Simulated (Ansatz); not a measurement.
Here is the system:

ZnCu$_{2}$SnSe$_{4}$ (kesterite type, space group I-4)

```xyz
8
Lattice="-2.8495 2.8495 5.6911 2.8495 -2.8495 5.6911 2.8495 2.8495 -5.6911" Properties=species:S:1:pos:R:3 pbc="T T T"
Cu     0.0000     0.0000     0.0000
Cu     0.0000     2.8495     2.8456
Zn     2.8495     0.0000     2.8456
Sn     0.0000     0.0000     5.6911
Se     1.4764     1.5207     4.2125
Se     1.3731     1.3288    -1.4787
Se     1.5207    -1.4764     7.1698
Se     1.3288     4.3259     1.4787
```

This relaxed cell (volume V₀) is scaled evenly in all directions, its shape held. The atoms relax within the cell's symmetry.

The numbers are results of r2SCAN (plane waves to 500 eV, PAW, scalar-relativistic; Ansatz, a program for electronic structure), not measurements. k mesh 8×8×8 (Γ-centred), Fermi-Dirac smearing 0.05 eV. E stands for the smeared free energy. Stress and pressure are positive under compression. With the shape held, the modulus is that of even scaling; a crystal free to change shape is softer. The PAW data are Ansatz's earlier set. ZnCu2SnSe4 is run without spin polarisation. ZnCu2SnSe4 was relaxed with its symmetry unable to fall. ΔE is measured from the relaxed starting cell.

The scan covers V/V₀ from 0.840 to 1.160 in 9 points.

Task: What pressure does the cell carry at V/V₀ = 0.840?

Result: 16.9 GPa.

Task: What is ΔE at V/V₀ = 0.840?

Result: 165.3 meV/atom.

Task: What is ΔE at V/V₀ = 1.160?

Result: 88.8 meV/atom.

(Under strain, the slope of the energy per volume gives the stress and its curvature an elastic modulus.)
